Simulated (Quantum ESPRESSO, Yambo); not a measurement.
# Levels of theory for the gap of PdSO4

PdSO₄ (space group C2/c, No. 15): one geometry, one set of PBEsol (Quantum ESPRESSO, PseudoDojo norm-conserving, 84 Ry, scalar-relativistic) orbitals, self-energies from Yambo (2×2×2 Γ-centred k mesh, bands 9 to 278 and a 7 Ry block in the screening, 278 bands in G with the Bruneval-Gonze terminator, plasmon pole fitted at 27.2 eV).

The geometry is that of Materials Project entry mp-2677258, symmetrised and not relaxed again.

| level | gap (-0.5, -0.5, 0) → (-0.5, -0.5, 0) (eV) | rough Yambo cost |
|---|---|---|
| PBEsol (Quantum ESPRESSO) | 0.94 | – |
| exchange only (Hartree-Fock self-energy on PBEsol orbitals) | 11.05 | about 1/20 (14 states) |
| static COHSEX@PBEsol | 3.41 | within a factor of two (2 states) |
| G0W0@PBEsol, plasmon pole | 2.79 | 1 (14 states) |

Bare exchange has no screening and gives the widest gap; static COHSEX screens it but leaves out the frequency dependence, which G0W0 restores.

Costs are rough ratios of core time on shared machines.

Nearest settings tried, and what they do to the gap: 117 bands in G: +12 meV; 140 bands in W: -30 meV; 6 Ry block (323 vectors against 375): +1 meV; 2×2×1 mesh: +189 meV. So the settings aren't converged at that level. The k mesh is coarse.

Spin-orbit splittings are left out.

The structure is a Materials Project entry; no match was found in the copy of COD used, and its stability was not checked.
